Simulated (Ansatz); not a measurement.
Input:

Al$_{3}$Pt$_{2}$:
```
CELL_PARAMETERS angstrom
      4.20725     0.00000     0.00000
     -2.10362     3.64358     0.00000
      0.00000     0.00000     5.17775
ATOMIC_POSITIONS crystal
  Al 0.00000 0.00000 0.00000
  Al 0.33333 0.66667 0.64651
  Al 0.66667 0.33333 0.35349
  Pt 0.33333 0.66667 0.16425
  Pt 0.66667 0.33333 0.83575
```

This is the PBEsol-relaxed structure. Cartesian axes are those of the cell as given.

Problem. All from the program Ansatz at the PBEsol level (PAW), unless another level is named. Predict the highest zone-centre frequency.

Solution. 357 cm⁻¹.

Problem. What about the Poisson's ratio?

Solution. 0.29.

Problem. Predict the elastic constants (relaxed ions, GPa).

Solution. C11 = 262, C12 = 115, C13 = 107, C14 = -8.5, C33 = 310, C44 = 83.0.

Space group P-3m1 (La2O3 or Ni2Al3 type). The first step of the workflow began from a Materials Project structure, measured or hypothetical; the Crystallography Open Database copy checked does not list it. Whether it is the stable phase at ambient conditions was not checked. The cell was relaxed with PBEsol under the symmetry of its start; of distortions, only those at the zone centre were tested. The run is not spin-polarised. As this level gives no gap, shear constants depend on the k-mesh and smearing (Fermi–Dirac, 0.1 eV here). As this level gives no gap, phonon frequencies hold no LO–TO term and depend on the k-mesh and smearing (Fermi–Dirac, 0.1 eV here). Scalar-relativistic: spin–orbit coupling is off unless named, which matters more the heavier the elements.

Potentials: the later of the program's two PAW sets.
